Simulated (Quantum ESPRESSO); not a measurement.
# Ti3TaO7N: finding a planted mistake in a log

Computed values, not a measurement. The program is pw.x of Quantum ESPRESSO 7.5 (plane-wave density functional theory). The cell is made up: 12 atoms on a fluorite lattice, with randomly drawn elements, strain and displacements, not relaxed. PseudoDojo standard norm-conserving files (v0.5 for PBE, v0.4.1 for LDA and PBEsol) set the functional; there is no spin polarisation, spin-orbit coupling or dispersion term, and the masses in the input are unused placeholders.

Intended input:

```
&control calculation='scf', pseudo_dir='./dojo.nc.sr.pbe.v0_5.standard.upf', outdir='./o', disk_io='low', tprnfor=.true., tstress=.true. /
&system ibrav=0, nat=12, ntyp=4, nbnd=54, ecutwfc=84.00895049, nosym=.true., tot_charge=0,
 occupations='smearing', smearing='fd', degauss=0.0018374661
/
&electrons conv_thr=7.350e-09, electron_maxstep=60, /
ATOMIC_SPECIES
N 1.0 N.upf
O 1.0 O.upf
Ta 1.0 Ta.upf
Ti 1.0 Ti.upf
CELL_PARAMETERS angstrom
4.8461 -0.0356 -0.0296
-0.0356 4.7327 0.0543
-0.0296 0.0543 4.8333
ATOMIC_POSITIONS angstrom
Ti 0.045 -0.0898 -0.0404
Ti 0.0123 2.4084 2.4622
Ti 2.3763 -0.0271 2.4584
Ta 2.4682 2.4074 0.0703
O 1.1808 1.1548 1.2573
O 1.133 1.2587 3.5861
O 1.1518 3.5507 1.2071
N 1.2211 3.541 3.6059
O 3.6616 1.1511 1.2574
O 3.6456 1.1984 3.6098
O 3.6639 3.5538 1.3104
O 3.6167 3.5406 3.6434
K_POINTS automatic
5 5 5 1 1 1
```

The log is shortened where brackets say so; the opening notice, blank lines, dates and the lines on written files are dropped, and the path of the files is cut. It prints rydbergs, bohrs and kilobars, and counts compression as positive stress. Where no state is partly filled, the Fermi energy that it prints is only some level between the filled and the empty states on the mesh, and need not lie in the true gap.

Log of the intended run:

```
     Program PWSCF v.7.5
     Parallel version (MPI & OpenMP), running on       4 processor cores
     Number of MPI processes:                 4
     Threads/MPI process:                     1
     [start-up lines left out]
     bravais-lattice index     =            0
     lattice parameter (alat)  =       9.1582  a.u.
     unit-cell volume          =     747.9041 (a.u.)^3
     number of atoms/cell      =           12
     number of atomic types    =            4
     number of electrons       =        96.00
     number of Kohn-Sham states=           54
     kinetic-energy cutoff     =      84.0090  Ry
     charge density cutoff     =     336.0358  Ry
     scf convergence threshold =      7.3E-09
     mixing beta               =       0.7000
     number of iterations used =            8  plain     mixing
     Exchange-correlation= PBE
                           (   1   4   3   4   0   0   0)
     [axes and pseudopotential details left out]
   Cartesian axes
     site n.     atom                  positions (alat units)
         1        Ti     tau(   1) = (   0.0092854  -0.0185295  -0.0083362  )
         2        Ti     tau(   2) = (   0.0025380   0.4969543   0.5080555  )
         3        Ti     tau(   3) = (   0.4903307  -0.0055919   0.5072714  )
         4        Ta     tau(   4) = (   0.5092935   0.4967479   0.0145058  )
         5        O      tau(   5) = (   0.2436487   0.2382838   0.2594339  )
         6        O      tau(   6) = (   0.2337856   0.2597228   0.7399633  )
         7        O      tau(   7) = (   0.2376648   0.7326588   0.2490755  )
         8        N      tau(   8) = (   0.2519643   0.7306573   0.7440489  )
         9        O      tau(   9) = (   0.7555422   0.2375204   0.2594545  )
        10        O      tau(  10) = (   0.7522407   0.2472804   0.7448536  )
        11        O      tau(  11) = (   0.7560168   0.7332985   0.2703907  )
        12        O      tau(  12) = (   0.7462774   0.7305748   0.7517867  )
     number of k points=    63  Fermi-Dirac smearing, width (Ry)=  0.0018
                       cart. coord. in units 2pi/alat
        k(    1) = (   0.1013632   0.1020188   0.0997440), wk =   0.0320000
        k(    2) = (   0.1025715   0.0997267   0.3003160), wk =   0.0320000
     [further k points left out]
     Dense  grid:    77787 G-vectors     FFT dimensions: (  54,  54,  54)
     Estimated max dynamical RAM per process >     260.82 MB
     Estimated total dynamical RAM >     986.31 MB
     Initial potential from superposition of free atoms
     starting charge      95.9943, renormalised to      96.0000
     Starting wfcs are   72 randomized atomic wfcs
     total cpu time spent up to now is        5.7 secs
     per-process dynamical memory:   203.4 Mb
     Self-consistent Calculation
     iteration #  1     ecut=    84.01 Ry     beta= 0.70
     Davidson diagonalization with overlap
     ethr =  1.00E-02,  avg # of iterations =  2.0
     total cpu time spent up to now is       15.2 secs
     total energy              =    -736.40069013 Ry
     estimated scf accuracy    <       6.04972035 Ry
     iteration #  2     ecut=    84.01 Ry     beta= 0.70
     Davidson diagonalization with overlap
     ethr =  6.30E-03,  avg # of iterations =  7.0
     total cpu time spent up to now is       34.8 secs
     total energy              =    -729.88185231 Ry
     estimated scf accuracy    <      63.73067061 Ry
     [iterations 3 to 21 left out]
     iteration # 22     ecut=    84.01 Ry     beta= 0.70
     Davidson diagonalization with overlap
     ethr =  9.57E-11,  avg # of iterations =  1.6
     total cpu time spent up to now is      343.1 secs
     total energy              =    -739.62635605 Ry
     estimated scf accuracy    <       0.00000005 Ry
     iteration # 23     ecut=    84.01 Ry     beta= 0.70
     Davidson diagonalization with overlap
     ethr =  5.49E-11,  avg # of iterations =  4.8
     total cpu time spent up to now is      356.2 secs
     End of self-consistent calculation
     [lines on levels left out]
     the Fermi energy is    14.1453 ev
!    total energy              =    -739.62635605 Ry
     estimated scf accuracy    <          3.9E-09 Ry
     smearing contrib. (-TS)   =      -0.00000000 Ry
     internal energy E=F+TS    =    -739.62635605 Ry
     The total energy is F=E-TS. E is the sum of the following terms:
     one-electron contribution =    -147.12491099 Ry
     hartree contribution      =     132.13797766 Ry
     xc contribution           =    -147.06232701 Ry
     ewald contribution        =    -577.57709572 Ry
     convergence has been achieved in  23 iterations
     Forces acting on atoms (cartesian axes, Ry/au):
     atom    1 type  4   force =     0.02273516    0.03620093   -0.03161770
     atom    2 type  4   force =     0.00917190   -0.02913217    0.01282893
     atom    3 type  4   force =    -0.02291123    0.03311930    0.01531433
     atom    4 type  3   force =    -0.02006338   -0.04473269   -0.01027122
     atom    5 type  2   force =     0.03190846    0.01390655   -0.03352032
     atom    6 type  2   force =     0.04831062   -0.05325927    0.05445333
     atom    7 type  2   force =     0.04642142   -0.01721826   -0.01463563
     atom    8 type  1   force =    -0.00742894    0.04608363    0.02933249
     atom    9 type  2   force =    -0.02372012    0.01969535   -0.04796885
     atom   10 type  2   force =    -0.04997794   -0.00963004    0.03416316
     atom   11 type  2   force =    -0.05397624   -0.00562289   -0.04646379
     atom   12 type  2   force =     0.01953029    0.01058955    0.03838527
     Total force =     0.196331     Total SCF correction =     0.000095
     Computing stress (Cartesian axis) and pressure
          total   stress  (Ry/bohr**3)                   (kbar)     P=      130.19
   0.00059056   0.00001215   0.00008662           86.88        1.79       12.74
   0.00001215   0.00140846  -0.00019721            1.79      207.19      -29.01
   0.00008662  -0.00019721   0.00065597           12.74      -29.01       96.50
     init_run     :      5.24s CPU      5.50s WALL (       1 calls)
     electrons    :    349.10s CPU    350.48s WALL (       1 calls)
     forces       :      2.55s CPU      2.62s WALL (       1 calls)
     stress       :      8.95s CPU      9.16s WALL (       1 calls)
     [timing details left out]
     PWSCF        :   6m 6.14s CPU   6m 8.12s WALL
     JOB DONE.
```

A second run was made from an input with one planted mistake. Its log:

```
     Program PWSCF v.7.5
     Parallel version (MPI & OpenMP), running on       4 processor cores
     Number of MPI processes:                 4
     Threads/MPI process:                     1
     [start-up lines left out]
     bravais-lattice index     =            0
     lattice parameter (alat)  =       9.0951  a.u.
     unit-cell volume          =     732.5355 (a.u.)^3
     number of atoms/cell      =           12
     number of atomic types    =            4
     number of electrons       =        96.00
     number of Kohn-Sham states=           54
     kinetic-energy cutoff     =      84.0090  Ry
     charge density cutoff     =     336.0358  Ry
     scf convergence threshold =      7.3E-09
     mixing beta               =       0.7000
     number of iterations used =            8  plain     mixing
     Exchange-correlation= PBE
                           (   1   4   3   4   0   0   0)
     [axes and pseudopotential details left out]
   Cartesian axes
     site n.     atom                  positions (alat units)
         1        Ti     tau(   1) = (   0.0092875  -0.0185334  -0.0083317  )
         2        Ti     tau(   2) = (   0.0025348   0.4969540   0.5080492  )
         3        Ti     tau(   3) = (   0.4903260  -0.0055891   0.5072596  )
         4        Ta     tau(   4) = (   0.5092958   0.4967463   0.0145026  )
         5        O      tau(   5) = (   0.2436567   0.2382753   0.2594267  )
         6        O      tau(   6) = (   0.2337874   0.2597176   0.7399666  )
         7        O      tau(   7) = (   0.2376728   0.7326529   0.2490796  )
         8        N      tau(   8) = (   0.2519676   0.7306583   0.7440390  )
         9        O      tau(   9) = (   0.7555289   0.2375273   0.2594475  )
        10        O      tau(  10) = (   0.7522253   0.2472719   0.7448493  )
        11        O      tau(  11) = (   0.7560068   0.7332970   0.2703972  )
        12        O      tau(  12) = (   0.7462621   0.7305752   0.7517889  )
     number of k points=    63  Fermi-Dirac smearing, width (Ry)=  0.0018
                       cart. coord. in units 2pi/alat
        k(    1) = (   0.1013643   0.1020221   0.0997444), wk =   0.0320000
        k(    2) = (   0.1025727   0.0997311   0.3003159), wk =   0.0320000
     [further k points left out]
     Dense  grid:    76225 G-vectors     FFT dimensions: (  54,  54,  54)
     Estimated max dynamical RAM per process >     256.00 MB
     Estimated total dynamical RAM >     968.18 MB
     Initial potential from superposition of free atoms
     starting charge      95.9943, renormalised to      96.0000
     Starting wfcs are   72 randomized atomic wfcs
     total cpu time spent up to now is        5.8 secs
     per-process dynamical memory:   199.4 Mb
     Self-consistent Calculation
     iteration #  1     ecut=    84.01 Ry     beta= 0.70
     Davidson diagonalization with overlap
     ethr =  1.00E-02,  avg # of iterations =  2.0
     total cpu time spent up to now is       15.6 secs
     total energy              =    -736.44390306 Ry
     estimated scf accuracy    <       5.97983964 Ry
     iteration #  2     ecut=    84.01 Ry     beta= 0.70
     Davidson diagonalization with overlap
     ethr =  6.23E-03,  avg # of iterations =  6.8
     total cpu time spent up to now is       37.9 secs
     total energy              =    -730.24293631 Ry
     estimated scf accuracy    <      59.77019154 Ry
     [iterations 3 to 19 left out]
     iteration # 20     ecut=    84.01 Ry     beta= 0.70
     Davidson diagonalization with overlap
     ethr =  2.23E-10,  avg # of iterations =  3.0
     total cpu time spent up to now is      410.0 secs
     total energy              =    -739.60922385 Ry
     estimated scf accuracy    <       0.00000005 Ry
     iteration # 21     ecut=    84.01 Ry     beta= 0.70
     Davidson diagonalization with overlap
     ethr =  5.62E-11,  avg # of iterations =  5.3
     total cpu time spent up to now is      435.3 secs
     End of self-consistent calculation
     [lines on levels left out]
     the Fermi energy is    14.6027 ev
!    total energy              =    -739.60922387 Ry
     estimated scf accuracy    <          2.3E-09 Ry
     smearing contrib. (-TS)   =      -0.00000000 Ry
     internal energy E=F+TS    =    -739.60922387 Ry
     The total energy is F=E-TS. E is the sum of the following terms:
     one-electron contribution =    -141.39599340 Ry
     hartree contribution      =     130.64718048 Ry
     xc contribution           =    -147.27185559 Ry
     ewald contribution        =    -581.58855536 Ry
     convergence has been achieved in  21 iterations
     Forces acting on atoms (cartesian axes, Ry/au):
     atom    1 type  4   force =     0.02289525    0.03913846   -0.03275394
     atom    2 type  4   force =     0.00842751   -0.02935635    0.01226991
     atom    3 type  4   force =    -0.02231679    0.03503613    0.01463843
     atom    4 type  3   force =    -0.02170640   -0.04940122   -0.01041603
     atom    5 type  2   force =     0.03094533    0.01335670   -0.03406460
     atom    6 type  2   force =     0.05078458   -0.05652485    0.05670939
     atom    7 type  2   force =     0.04734829   -0.01658373   -0.01297876
     atom    8 type  1   force =    -0.01055999    0.04860897    0.02998712
     atom    9 type  2   force =    -0.02209411    0.01722835   -0.04867525
     atom   10 type  2   force =    -0.05134358   -0.01092926    0.03468418
     atom   11 type  2   force =    -0.05476197   -0.00281094   -0.04560807
     atom   12 type  2   force =     0.02238187    0.01223773    0.03620762
     Total force =     0.201690     Total SCF correction =     0.000106
     Computing stress (Cartesian axis) and pressure
          total   stress  (Ry/bohr**3)                   (kbar)     P=      198.07
   0.00104364   0.00001095   0.00010151          153.52        1.61       14.93
   0.00001095   0.00188504  -0.00023074            1.61      277.30      -33.94
   0.00010151  -0.00023074   0.00111074           14.93      -33.94      163.40
     init_run     :      5.43s CPU      5.69s WALL (       1 calls)
     electrons    :    428.17s CPU    429.55s WALL (       1 calls)
     forces       :      3.71s CPU      3.73s WALL (       1 calls)
     stress       :     12.19s CPU     12.20s WALL (       1 calls)
     [timing details left out]
     PWSCF        :   7m29.75s CPU   7m31.48s WALL
     JOB DONE.
```

Question: what was wrong in the second input?

Answer: the cell and the positions are scaled by a wrong factor. The input lines that differ, file-writing options aside:

```
- 4.8461 -0.0356 -0.0296
+ 4.8127 -0.0354 -0.0294
- -0.0356 4.7327 0.0543
+ -0.0354 4.7 0.0539
- -0.0296 0.0543 4.8333
+ -0.0294 0.0539 4.8
- Ti 0.045 -0.0898 -0.0404
+ Ti 0.0447 -0.0892 -0.0401
- Ti 0.0123 2.4084 2.4622
+ Ti 0.0122 2.3918 2.4452
- Ti 2.3763 -0.0271 2.4584
+ Ti 2.3599 -0.0269 2.4414
- Ta 2.4682 2.4074 0.0703
+ Ta 2.4512 2.3908 0.0698
- O 1.1808 1.1548 1.2573
+ O 1.1727 1.1468 1.2486
- O 1.133 1.2587 3.5861
+ O 1.1252 1.25 3.5614
- O 1.1518 3.5507 1.2071
+ O 1.1439 3.5262 1.1988
- N 1.2211 3.541 3.6059
+ N 1.2127 3.5166 3.581
- O 3.6616 1.1511 1.2574
+ O 3.6363 1.1432 1.2487
- O 3.6456 1.1984 3.6098
+ O 3.6204 1.1901 3.5849
- O 3.6639 3.5538 1.3104
+ O 3.6386 3.5293 1.3014
- O 3.6167 3.5406 3.6434
+ O 3.5917 3.5162 3.6183
```

|  | intended run | run with the mistake |
| --- | --- | --- |
| free energy (eV) | -10063.129 | -10062.896 |
| smearing term -TS (eV) | 0.0000 | 0.0000 |
| pressure (GPa) | 13.02 | 19.81 |
| largest force component (eV/Å) | 1.400 | 1.458 |
| largest change of a force component (eV/Å) |  | 0.120 |
| iterations | 23 | 21 |

For scale, a rerun of the intended cell at a cutoff of 1437 eV and k mesh 7 x 7 x 7 moved values by no more than 0.002 eV in energy, 0.06 GPa in stress and 0.004 eV/Å in force.